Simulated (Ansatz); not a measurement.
Input:

Li₂MgNb₄O₁₂:
```xyz
19
Lattice="-5.1654 0.0000 0.0000 -2.5882 2.1067 8.5243 -2.5687 4.8883 0.0000" Properties=species:S:1:pos:R:3 pbc="T T T"
Li    -5.1608     2.8865     0.9759
Li    -7.7557     4.6910     3.0918
Mg    -2.5919     1.4369     5.1274
Nb    -7.7430     5.2503     6.4975
Nb    -2.5791     1.7737     2.0471
Nb    -5.1980     3.4902     4.2890
Nb   -10.3037     6.9861     8.5101
O     -4.1720     4.5695     5.8044
O     -4.2227     0.9643     1.6347
O     -6.6796     4.8667     4.8978
O     -1.5100     1.2727     0.6629
O     -8.6684     6.1536     8.0865
O     -3.5111     2.7266     3.8490
O     -7.2061     3.8840     7.5892
O     -4.5514     5.3826     3.3328
O     -5.8837     2.1691     5.3981
O     -3.2287     3.5718     1.1956
O     -6.0795     6.5030     6.9368
O     -6.1681     3.1007     2.7319
```

This is the r²SCAN-relaxed structure. Cartesian axes are those of the cell as given.

Question: All from plane-wave PAW r²SCAN (Ansatz code), unless another level is named. Give the band gap.

Answer: 3.86 eV (indirect).

Question: Predict the HSE06 gap on the r²SCAN cell.

Answer: 4.88 eV.

Question: Predict the conduction-band minimum.

Answer: at X (k = 0.500, 0.000, 0.000).

Question: And the valence-band maximum?

Answer: off the standard path, at k = (-0.010, -0.115, -0.115).

Question: Give the weight of the conduction-edge state by species (Voronoi cells).

Answer: Nb 71 %, O 28 %.

Space group P1. The start of the workflow was typed in or built on a structure type; neither database checked (COD, Materials Project) lists it. Its standing as an ambient phase is unchecked. Symmetry was held in the r²SCAN relaxation; whether a distortion lowers the energy is not shown. No spin polarisation was allowed. Scalar-relativistic: spin–orbit coupling is off unless named, which matters more the heavier the elements.

Potentials: the later of the program's two PAW sets.
